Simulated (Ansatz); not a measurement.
ZrRh$_{3}$:
```cif
data_Rh6Zr2
_chemical_formula_sum 'Rh6 Zr2'
_space_group_name_H-M_alt 'I4/mmm'
_space_group_IT_number 139
_space_group_name_Hall '-I 4 2'
_cell_length_a 3.98843
_cell_length_b 3.98843
_cell_length_c 7.85805
_cell_angle_alpha 90.000
_cell_angle_beta 90.000
_cell_angle_gamma 90.000
loop_
_atom_site_label
_atom_site_type_symbol
_atom_site_symmetry_multiplicity
_atom_site_Wyckoff_symbol
_atom_site_fract_x
_atom_site_fract_y
_atom_site_fract_z
_atom_site_occupancy
Rh1 Rh 2 b 0.00000 0.00000 0.50000 1
Rh2 Rh 4 d 0.00000 0.50000 0.25000 1
Zr1 Zr 2 a 0.00000 0.00000 0.00000 1
```
(The calculation used a cell of 4 atoms; values per cell refer to that cell.)

This is the PBE-relaxed structure.

### Question
All from the program Ansatz at the PBE level (PAW), unless another level is named. Predict the formation energy from the elements (no fitted shifts).

### Answer
-0.56 eV/atom.

### Question
And the density of states at the Fermi level?

### Answer
1.1 states/eV per atom (mean over ±0.08 eV).

The cell is a constructed one: a structure type filled with these elements; neither database checked (COD, Materials Project) lists it. COD files the formula under space group No. 221. Its standing as an ambient phase is unchecked. The PBE relaxation kept the symmetry of its start; its stability against distortions is not shown here. The run is not spin-polarised. The references are the lowest solids computed at this level, not always the standard phases. Scalar-relativistic: spin–orbit coupling is off unless named, which matters more the heavier the elements.

Potentials: the earlier of the program's two PAW sets.
